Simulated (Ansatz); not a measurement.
**ZnSe: do energies and stresses tell the same story?**

Method: DFT r2SCAN, scalar-relativistic, plane waves, PAW (Ansatz 0.2.0).

Settings: cutoff 500 eV, Γ-centred mesh 8×8×8 on the computed 2-atom cell, Gaussian smearing of 0.02 eV; no spin polarisation.

Relaxed cell: F-43m, a = 5.666 Å, b = 5.666 Å, c = 5.666 Å, α = 90.00°, β = 90.00°, γ = 90.00°, 2 atoms in the primitive cell.

Energies at zero smearing and pressures from the stress tensor, at volumes with shape and atoms relaxed:
| V (Å³/atom) | E − E(first) (meV/atom) | P (GPa) |
| --- | --- | --- |
| 20.008 | 0.00 | 11.05 |
| 20.690 | -39.43 | 7.57 |
| 21.372 | -65.18 | 4.61 |
| 22.054 | -79.35 | 2.11 |
| 22.736 | -83.68 | -0.02 |
| 23.418 | -79.66 | -1.82 |
| 24.100 | -68.55 | -3.36 |
| 25.010 | -44.51 | -5.05 |

Problem. Check P = −dE/dV between neighbouring volumes, and get the bulk modulus from the pressures alone.

Solution. With 1 eV/Å³ = 160.2 GPa:
```csv
middle V (Å³/atom),−ΔE/ΔV (GPa),mean P (GPa)
20.349,9.263,9.310
21.031,6.048,6.089
21.713,3.327,3.361
22.395,1.018,1.046
23.077,-0.945,-0.920
23.759,-2.609,-2.590
24.555,-4.234,-4.204
```

The two differ by 0.05 GPa at most. The mean of two end pressures misses the average over a step by about ΔV² P″/12, up to 0.05 GPa here; with that taken off 0.00 GPa remains. Around V = 22.736 Å³/atom, the two neighbours give B = −V ΔP/ΔV = 22.736 × 3.93 / 1.364 = 65.5 GPa, against B0 = 65.3 GPa from the Birch–Murnaghan fit of the energies.